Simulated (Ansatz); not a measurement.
CuI:
```
CELL_PARAMETERS angstrom
      0.00000     2.93101     2.93101
      2.93101     0.00000     2.93101
      2.93101     2.93101     0.00000
ATOMIC_POSITIONS crystal
  I  0.75000 0.75000 0.75000
  Cu 0.00000 0.00000 0.00000
```

Tensor components refer to the Cartesian frame of this cell.

Problem. Give the high-frequency dielectric tensor and the Born effective charge tensors of the independent atoms from DFPT, the program Ansatz at the LDA level (PAW).

Solution. 
ε∞:
```
6.83  0.00  0.00
0.00  6.83  0.00
0.00  0.00  6.83
```
Z* of atom 1 (I), rows: field, columns: displacement, in e:
```
-0.96   0.00   0.00
 0.00  -0.96   0.00
 0.00   0.00  -0.96
```
Z* of atom 2 (Cu), rows: field, columns: displacement, in e:
```
0.96  0.00  0.00
0.00  0.96  0.00
0.00  0.00  0.96
```

Space group F-43m (zinc blende). The LDA relaxation kept the symmetry of its start. No spin polarisation was allowed. The volume moved by -17 % from the start of the relaxation. Spin–orbit coupling is left out wherever it is not named.

Potentials: the later of the program's two PAW sets.
